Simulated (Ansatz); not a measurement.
In₁₅O₂₄Sn:
```xyz
40
Lattice="7.2794 4.2028 2.9849 -7.2794 4.2028 2.9849 0.0000 -8.4055 2.9849" Properties=species:S:1:pos:R:3 pbc="T T T"
In     0.0000     4.2028     2.9849
In    -3.6397    -2.1014     2.9849
In     3.6397    -2.1014     2.9849
In     1.5695    -5.3826     3.1833
In     1.8100     1.3315     3.1896
In     5.4462    -1.3321     5.7713
In     0.2481    -2.2333     3.1896
In    -3.8767    -4.0505     5.7713
In     2.0582    -0.9018     5.7650
In    -5.4462     1.3321     3.1833
In    -0.2481     2.2333     5.7650
In    -1.8100    -1.3315     5.7650
In     3.8767     4.0505     3.1833
In    -1.5695     5.3826     5.7713
In    -2.0582     0.9018     3.1896
O      0.0439     1.8543     7.9125
O     -0.2772     2.0789     3.5172
O     -1.5839     0.9652     1.0421
O      3.9200     1.8888     3.7591
O      5.3206    -0.7850     3.6175
O     -0.3243    -4.3392     3.7591
O      1.6278     0.8891     1.0421
O      3.5957    -2.4504     5.1955
O     -5.3206     0.7850     5.3370
O      0.3243     4.3392     5.1955
O      1.5839    -0.9652     7.9125
O     -3.9200    -1.8888     5.1955
O      0.2772    -2.0789     5.4374
O     -1.6278    -0.8891     7.9125
O      3.3402     4.2153     5.3370
O     -1.9390     0.7994     5.4374
O      1.9805    -5.0003     5.3370
O     -0.0439    -1.8543     1.0421
O     -3.3402    -4.2153     3.6175
O      1.9390    -0.7994     3.5172
O     -1.9805     5.0003     3.6175
O     -1.6618    -1.2795     3.5172
O     -3.5957     2.4504     3.7591
O      1.6618     1.2795     5.4374
Sn     0.0000     0.0000     0.0000
```

Relaxed with PBE.

**Question.** Map the electron localisation function on the plane through (0.500, 0.500, 0.000) spanned by u = [1, 1, 1] and v = [1, 1, -1] in lattice vectors, from PBE in the plane-wave PAW code Ansatz.

**Answer.** x is the fraction of u, y of v (the angle between them is 80°; rows are the nearest grid lines); atoms in the plane: In at (0.00, 0.00), In at (0.50, 0.50), O at (0.10, 0.36), O at (0.60, 0.86), O at (0.40, 0.14), O at (0.90, 0.64), Sn at (0.25, 0.25), Sn at (0.75, 0.75).
```
y \ x   0.000  0.100  0.175  0.275  0.375  0.450  0.550  0.625  0.725  0.825  0.900   1.00
------  -----  -----  -----  -----  -----  -----  -----  -----  -----  -----  -----  -----
1.00    0.000  0.198  0.778  0.764  0.298  0.018  0.018  0.298  0.764  0.778  0.198  0.000
0.925   0.182  0.531  0.157  0.195  0.251  0.112  0.377  0.215  0.146  0.257  0.053  0.182
0.850   0.463  0.802  0.777  0.193  0.140  0.160  0.806  0.566  0.269  0.026  0.013  0.463
0.775   0.017  0.045  0.032  0.017  0.034  0.027  0.080  0.176  0.028  0.251  0.105  0.017
0.700   0.105  0.099  0.082  0.055  0.273  0.135  0.020  0.090  0.238  0.207  0.499  0.105
0.625   0.599  0.063  0.009  0.160  0.682  0.818  0.118  0.012  0.036  0.751  0.557  0.599
0.550   0.041  0.108  0.145  0.292  0.099  0.194  0.182  0.217  0.770  0.244  0.052  0.041
0.450   0.041  0.052  0.244  0.770  0.217  0.182  0.194  0.099  0.292  0.145  0.108  0.041
0.375   0.599  0.557  0.751  0.036  0.012  0.118  0.818  0.682  0.160  0.009  0.063  0.599
0.300   0.105  0.499  0.207  0.238  0.090  0.020  0.135  0.273  0.055  0.082  0.099  0.105
0.225   0.017  0.105  0.251  0.028  0.176  0.080  0.027  0.034  0.017  0.032  0.045  0.017
0.150   0.463  0.013  0.026  0.269  0.566  0.806  0.160  0.140  0.193  0.777  0.802  0.463
0.0750  0.182  0.053  0.257  0.146  0.215  0.377  0.112  0.251  0.195  0.157  0.531  0.182
0.000   0.000  0.198  0.778  0.764  0.298  0.018  0.018  0.298  0.764  0.778  0.198  0.000
```

The density is the valence pseudo-density with augmentation charge, so density and ELF within about 1 Å of a nucleus are not all-electron values.

Space group R-3. The start of the workflow was typed in or built on a structure type; the Crystallography Open Database copy checked does not list it. Whether it is the stable phase at ambient conditions was not checked. Symmetry was held in the PBE relaxation; its stability against distortions is not shown here. Spin–orbit coupling is left out wherever it is not named.

Potentials: the later of the program's two PAW sets.
